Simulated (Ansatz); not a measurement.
Ca3BiN:
```yaml
crystal:
  lattice:
    - [4.84426, 0.00000, 0.00000]
    - [0.00000, 4.84426, 0.00000]
    - [0.00000, 0.00000, 4.84426]
  atoms:
    - { symbol: Ca, position: [0.50000, 0.00000, 0.50000] }
    - { symbol: Ca, position: [0.00000, 0.50000, 0.50000] }
    - { symbol: Ca, position: [0.50000, 0.50000, 0.00000] }
    - { symbol: Bi, position: [0.00000, 0.00000, 0.00000] }
    - { symbol: N, position: [0.50000, 0.50000, 0.50000] }
```

Relaxed with PBEsol.

**Question.** Give the Bader charges and basin volumes of the independent atoms, PBEsol in the plane-wave PAW code Ansatz.

**Answer.** 

```json
[
 {"atom": "Ca1", "Bader charge (e)": "+1.30", "Bader volume (Å³)": "14.6"},
 {"atom": "Bi4", "Bader charge (e)": "-1.93", "Bader volume (Å³)": "50.5"},
 {"atom": "N5", "Bader charge (e)": "-1.97", "Bader volume (Å³)": "19.5"}
]
```

Space group Pm-3m (anti-perovskite). The workflow started from a Materials Project entry (that database holds measured and hypothetical structures alike); the Crystallography Open Database files this formula in space group No. 221, but the cells were not matched. Whether it is the stable phase at ambient conditions was not checked. Symmetry was held in the PBEsol relaxation; whether a distortion lowers the energy is not shown. Scalar-relativistic: spin–orbit coupling is off unless named, which matters more the heavier the elements.

Potentials: the later of the program's two PAW sets.
